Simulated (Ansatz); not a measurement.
Zr2SiN in space group P6_3/mmc (No. 194; Zr on 4f, Si on 2d, N on 2a), DFT-PBE in the program Ansatz with PAW potentials, all energies at zero smearing, with the estimated change up to a 700 eV cutoff added, with one set of potentials and settings (totals compare only within such a set). Cell of 8 atoms (4 Zr, 2 Si, 2 N): -18784.336 eV.

| element | reference phase | E (eV/atom) |
|---|---|---|
| Zr | P6_3/mmc, 2 atoms in the cell | -4183.8611 |
| Si | Fd-3m, 2 atoms in the cell | -635.8114 |
| N | Pa-3, 8 atoms in the cell | -384.0342 |

Formation energy per atom, worked out: (-18784.336 − 4×(-4183.8611) − 2×(-635.8114) − 2×(-384.0342))/8 = -1.150 eV/atom (-111 kJ per mol of atoms), at 0 K, without zero-point energy or fitted corrections.

The start of the workflow was typed in or built on a structure type; neither database checked (COD, Materials Project) lists it. Whether it is the stable phase at ambient conditions was not checked. Symmetry was held in the PBE relaxation; whether a distortion lowers the energy is not shown. No spin polarisation was allowed. The references are the lowest solids computed at this level, not always the standard phases (solids in place of the gases).

Potentials: the earlier of the program's two PAW sets.
